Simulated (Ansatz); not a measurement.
Input:

YIn$_{3}$:
```xyz
4
Lattice="4.6162 0.0000 0.0000 0.0000 4.6162 0.0000 0.0000 0.0000 4.6162" Properties=species:S:1:pos:R:3 pbc="T T T"
Y      0.0000     0.0000     0.0000
In     0.0000     2.3081     2.3081
In     2.3081     0.0000     2.3081
In     2.3081     2.3081     0.0000
```

This is the r²SCAN-relaxed structure.

Question: All from r²SCAN (plane waves, PAW; program Ansatz), unless another level is named. Give the formation energy from the elements (no fitted shifts).

Answer: -0.54 eV/atom.

Question: What about the density of states at the Fermi level?

Answer: 0.51 states/eV per atom (mean over ±0.08 eV).

Space group Pm-3m (Cu3Au type). The first step of the workflow began from a Materials Project structure, measured or hypothetical; the Crystallography Open Database files this formula in space group No. 221, but the cells were not matched. Whether it is the stable phase at ambient conditions was not checked. The cell was relaxed with r²SCAN under the symmetry of its start; whether a distortion lowers the energy is not shown. No spin polarisation was allowed. The references are the lowest solids computed at this level, not always the standard phases. Spin–orbit coupling is left out wherever it is not named.

Potentials: the earlier of the program's two PAW sets.
